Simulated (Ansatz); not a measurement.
In LDA in the plane-wave PAW code Ansatz, ZnCu2GeS4 in the tetragonal phase (I-4; Pearson symbol tI16) relaxes to a = 5.211 Å, c = 10.377 Å. Cu on 2a has 4 nearest neighbours from 2.25 Å (tetrahedral); Cu on 2c has 4 nearest neighbours from 2.23 Å (tetrahedral); Zn has 4 nearest neighbours from 2.29 Å (tetrahedral); Ge has 4 nearest neighbours from 2.25 Å (tetrahedral). Against the elements it lies at -0.51 eV/atom, with no fitted shifts.

The Kohn–Sham gap is 0.67 eV (direct). The valence maximum lies at Γ and the conduction minimum at Γ. The electron mass is 0.12, 0.13, 0.13 mₑ (principal values). The hole mass is 0.13, 0.72, 0.72 mₑ (principal values).

An equation-of-state fit gives a bulk modulus of 94.3 GPa. Without the LO–TO term the highest mode at Γ lies at 372 cm⁻¹.

The LDA relaxation kept the symmetry of its start. No spin polarisation was allowed. The references are the lowest solids computed at this level, not always the standard phases. Scalar-relativistic: spin–orbit coupling is off unless named, which matters more the heavier the elements.

Potentials: the later of the program's two PAW sets.
